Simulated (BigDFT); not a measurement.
Set-up for a self-consistent single point of B(H)2(Br) (BBrH₂).

SMILES: BBr
```xyz
4

B     -0.1028    -0.1518     0.0442
H      0.2491    -0.9526     0.8119
H     -1.0623    -0.3098    -0.6145
Br     0.8578     1.3660    -0.2246
```

All values come from this method and carry its errors: BigDFT with PBE, Daubechies wavelet basis, HGH (Krack) norm-conserving potentials made for PBE, isolated boundary conditions, implicit solvent (soft-sphere cavity).

BigDFT settings:

* **basis**: Daubechies wavelets
* **dft.hgrids**: 0.33 bohr
* **dft.rmult**: 6 8
* **dft.ixc**: 11
* **potentials**: built-in HGH-K PBE
* **boundary_conditions**: free
* **dft.gnrm_cv**: 1e-05
* **dft.itermax**: 80
* **dft.idsx**: 6
* **dft.nrepmax**: 3
* **psolver.environment.cavity**: soft-sphere
* **psolver.environment.epsilon**: 78.36

Results:

- Number of valence electrons: 12
- Number of orbitals: 6
- Size of the basis: 226195
- Number of SCF iterations: 16
- Grid steps along x, y, z: 69 × 69 × 69
- Total energy: -474.1799 eV
- Largest force (vector length): 1.873 eV/Å
- Dipole moment: 0.10 D
- Highest occupied level: -6.70 eV

Forces (eV/Å):
```tsv
atom	Fx	Fy	Fz
B1	-0.890	-1.088	-0.130
H2	0.293	-0.411	0.554
H3	-0.434	-0.053	-0.232
Br4	1.030	1.552	-0.192
```

For comparison: a first run (DFT, PBE, Daubechies wavelet basis, HGH (Krack) norm-conserving potentials made for PBE, isolated boundary conditions) was changed to give this one (psolver.environment.cavity: default → soft-sphere; psolver.environment.epsilon: default → 78.36), and from it to this one the largest force goes from 1.833 to 1.873 eV/Å.

The grid can part forces that symmetry would make equal. Forces above 1 eV/Å remain at this geometry. The geometry comes from a cheaper method or was typed, in some cases with atoms then moved at random; it is not relaxed at this level, and the species need not be a known compound.

Cost on one core: very roughly 6 core-minutes.
